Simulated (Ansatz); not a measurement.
Input:

BAs:
```yaml
crystal:
  lattice:
    - [3.19625, 0.00000, 0.00000]
    - [-1.59813, 2.76803, 0.00000]
    - [0.00000, 0.00000, 2.89733]
  atoms:
    - { symbol: B, position: [0.00000, 0.00000, 0.00000] }
    - { symbol: As, position: [0.66667, 0.33333, 0.50000] }
```

This is the PBE-relaxed structure.

### Question
All from DFT-PBE in the program Ansatz with PAW potentials, unless another level is named. Predict the electronic character.

### Answer
metallic (no gap).

### Question
And the formation energy from the elements (no fitted shifts)?

### Answer
105 kJ/mol of atoms.

### Question
Predict the density of states at the Fermi level.

### Answer
0.36 states/eV per atom (mean over ±0.08 eV).

### Question
Predict the gap with spin–orbit coupling.

### Answer
none (metallic).

Space group P-6m2. The cell is a constructed one: a structure type filled with these elements; neither database checked (COD, Materials Project) lists it. It is not the phase usual at ambient conditions (space group No. 216). The PBE relaxation kept the symmetry of its start; whether a distortion lowers the energy is not shown. The references are the lowest solids computed at this level, not always the standard phases. Spin–orbit coupling is left out wherever it is not named.

Potentials: the earlier of the program's two PAW sets.
